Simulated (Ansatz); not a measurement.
Map of one atom of the cell for CsPbCl3 (cubic perovskite)

Starting cell, CsPbCl3 (cubic perovskite):

```
CsPbCl3
1.0
    5.73565     0.00000     0.00000
    0.00000     5.73565     0.00000
    0.00000     0.00000     5.73565
Cs Pb Cl
1 1 3
Direct
  0.00000   0.00000   0.00000
  0.50000   0.50000   0.50000
  0.00000   0.50000   0.50000
  0.50000   0.50000   0.00000
  0.50000   0.00000   0.50000
```

Two-dimensional scan of atom 2 (Pb, nearest neighbour Cl at 2.868 Å; its periodic images, 5.7 Å or more away, move with it): u runs along (0.707, 0.707, 0.000), v along (0.000, 0.000, 1.000) (Cartesian). Cell and other atoms are fixed.

Computed with PBE (plane waves to 420 eV, PAW, scalar-relativistic; Ansatz, a first-principles code). k mesh 5×5×5 (Γ-centred), Fermi-Dirac smearing 0.05 eV. The energy includes the smearing's −TS. Fu and Fv are the components of the force on the atom. CsPbCl3 was relaxed with its symmetry unable to fall. Spin-orbit coupling is left out, though Pb is heavy. The PAW data are Ansatz's earlier set. This is a high-temperature form of CsPbCl3. ΔE is measured from the undisplaced structure. Axes are in Å.

ΔE (meV/cell), with u across and v down:

| v \ u | -0.430 | -0.215 | 0.000 | 0.215 | 0.430 |
|---|---|---|---|---|---|
| -0.430 | 517 | 355 | 315 | 355 | 517 |
| -0.215 | 281 | 95 | 50 | 95 | 281 |
| 0.000 | 234 | 45 | 0 | 45 | 234 |
| 0.215 | 281 | 95 | 50 | 95 | 281 |
| 0.430 | 517 | 355 | 315 | 355 | 517 |

Fu (eV/Å), with u across and v down:

```csv
v \ u,-0.430,-0.215,0.000,0.215,0.430
-0.430,1.18,0.40,0.00,-0.40,-1.18
-0.215,1.36,0.46,0.00,-0.46,-1.36
0.000,1.39,0.47,0.00,-0.47,-1.39
0.215,1.36,0.46,0.00,-0.46,-1.36
0.430,1.18,0.40,0.00,-0.40,-1.18
```

Derived quantities:

| Quantity | Result |
|---|---|
| Lowest place on the grid | u = 0.000 Å, v = 0.000 Å (0 meV/cell) |
| Highest place on the grid, met at several equal points | u = -0.430 Å, v = -0.430 Å; u = 0.430 Å, v = -0.430 Å; u = -0.430 Å, v = 0.430 Å; u = 0.430 Å, v = 0.430 Å (517 meV/cell) |

(A displaced cell: forces are minus the slopes of the energy, force constants its curvatures, and phonons follow from these.)
